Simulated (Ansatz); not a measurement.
Relaxed-ion elastic tensor of Pt (bcc (W type), Im-3m) in GPa (Voigt order), PBEsol in the plane-wave PAW code Ansatz; density 21.32 g/cm³, 15.20 Å³ per atom.

```json
[
 {"": "1", "1": "202", "2": "315", "3": "315", "4": "0.0", "5": "0.0", "6": "0.0"},
 {"": "2", "1": "315", "2": "202", "3": "315", "4": "0.0", "5": "0.0", "6": "0.0"},
 {"": "3", "1": "315", "2": "315", "3": "202", "4": "0.0", "5": "0.0", "6": "0.0"},
 {"": "4", "1": "0.0", "2": "0.0", "3": "0.0", "4": "175", "5": "0.0", "6": "0.0"},
 {"": "5", "1": "0.0", "2": "0.0", "3": "0.0", "4": "0.0", "5": "175", "6": "0.0"},
 {"": "6", "1": "0.0", "2": "0.0", "3": "0.0", "4": "0.0", "5": "0.0", "6": "175"}
]
```

Task: Is the crystal mechanically stable?

Result: No: the smallest eigenvalue of C is -112 GPa.

The first step of the workflow began from a Materials Project structure, measured or hypothetical; the Crystallography Open Database copy checked does not list it. It is not the phase usual at ambient conditions (space group No. 225). The cell was relaxed with PBEsol under the symmetry of its start. At this level the phase is mechanically unstable. No spin polarisation was allowed. As this level gives no gap, shear constants depend on the k-mesh and smearing (Fermi–Dirac, 0.1 eV here). On the denser mesh and wider smearing of the elastic run this cell carries a stress of 0.4 GPa. Scalar-relativistic: spin–orbit coupling is off unless named, which matters more the heavier the elements.

Potentials: the later of the program's two PAW sets.
